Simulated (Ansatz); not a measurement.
Starting cell, BAs (zinc blende):

```
BAs
1.0
    0.00000     4.80936     4.80936
    2.40468     0.00000     2.40468
    2.40468     2.40468     0.00000
As B
2 2
Direct
  0.37500   0.75000   0.75000
  0.87500   0.75000   0.75000
  0.00000   0.00000   0.00000
  0.50000   0.00000   0.00000
```

The atoms are displaced by Q × the pattern below (from a DFPT mode at L = (0.5, 0.0, 0.0), largest move 1; Q in Å), at fixed cell. It is one choice among 2 degenerate patterns. (q is in reciprocal vectors of the primitive cell; the cell shown is doubled to hold the pattern.)

```json
[
 {"atom": "As1", "x": "0.036", "y": "-0.066", "z": "0.102"},
 {"atom": "As2", "x": "-0.036", "y": "0.066", "z": "-0.102"},
 {"atom": "B3", "x": "0.285", "y": "-0.520", "z": "0.805"},
 {"atom": "B4", "x": "-0.285", "y": "0.520", "z": "-0.805"}
]
```

The numbers are results of PBE (plane waves to 420 eV, PAW, scalar-relativistic; Ansatz, a program for electronic structure), not measurements. k mesh 6×12×12 (Γ-centred), Fermi-Dirac smearing 0.05 eV. The energy includes the smearing's −TS. BAs was relaxed with its symmetry unable to fall. The PAW data are Ansatz's earlier set. ΔE is measured from the undisplaced structure.

The scan covers Q from -0.100 to 0.100 Å in 13 points.

Question: Which space group does the distorted structure have?

Answer: P1 (No. 1), lowered from F-43m.

Question: What is the energy change at Q = 0.100 Å?

Answer: 187.1 meV/cell.

Question: What harmonic wavenumber does the curvature at Q = 0 give?

Answer: 650 cm⁻¹.

(A displaced cell: forces are minus the slopes of the energy, force constants its curvatures, and phonons follow from these.)
